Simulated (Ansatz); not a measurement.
The cell below belongs to a search over invented structures; it isn't taken from experiment.

Input and command of a plane-wave DFT calculation in Ansatz:

```yaml
crystal:
  lattice:
    - [3.7857119115, 0.0, 0.0]
    - [-1.8928559557, 3.2785226868, 0.0]
    - [0.0, 0.0, 17.4734383945]
  atoms:
    - { symbol: As, position: [0.0, 0.0, 0.6421665587] }
    - { symbol: As, position: [0.6666666667, 0.3333333333, 0.5668525121] }
    - { symbol: As, position: [0.0, 0.0, 0.3578334413] }
    - { symbol: As, position: [0.3333333333, 0.6666666667, 0.4331474879] }
    - { symbol: As, position: [0.6666666667, 0.3333333333, 0.8988996966] }
    - { symbol: As, position: [0.3333333333, 0.6666666667, 0.1011003034] }
    - { symbol: Se, position: [0.3333333333, 0.6666666667, 0.8146757647] }
    - { symbol: Se, position: [0.6666666667, 0.3333333333, 0.1853242353] }
    - { symbol: Se, position: [0.0, 0.0, 0.0] }
basis:
  ecutwfc: 420
kpoints:
  mp_grid: { grid: [12, 12, 4] }
  band_path:
    path:
      - [[0.0, 0.0, 0.0], [0.5, 0.0, 0.0], [0.33333333, 0.33333333, 0.0], [0.0, 0.0, 0.0], [0.0, 0.0, 0.5], [0.5, 0.0, 0.5], [0.33333333, 0.33333333, 0.5], [0.0, 0.0, 0.5]]
      - [[0.5, 0.0, 0.5], [0.5, 0.0, 0.0]]
      - [[0.33333333, 0.33333333, 0.5], [0.33333333, 0.33333333, 0.0]]
    npoints: 14
hamiltonian:
  xc: pbesol
scf:
  occupations: { method: gaussian, width: 0.01 }
  n_extra_bands: 22
output:
  forces: true
  stress: true
  eigenvalues: true
  populations: true
  dos: { projected: true, de: 0.02, nscf_kmesh: { grid: [15, 15, 5] } }
  bader: true
  write_density: true
  write_potential: true
  elf: true
  volumetric_format: npy
```

```bash
ansatz run input.yaml --threads 1 --pin off --max-ram 2560MiB --backend cpu --events-out ev --progress --plain --runs-dir out
```

Processor: Intel(R) Xeon(R) Processor @ 2.50GHz (Skylake/Cascade Lake), 1 thread, on a host shared with other jobs.

**Question.** Estimate time, memory and problem size.

**Answer.** About 9.1 min, peak memory 1.7 GiB. It solves 91 bands at 69 k points (after reduction by symmetry) with about 4235 plane waves, in 9 SCF iterations.
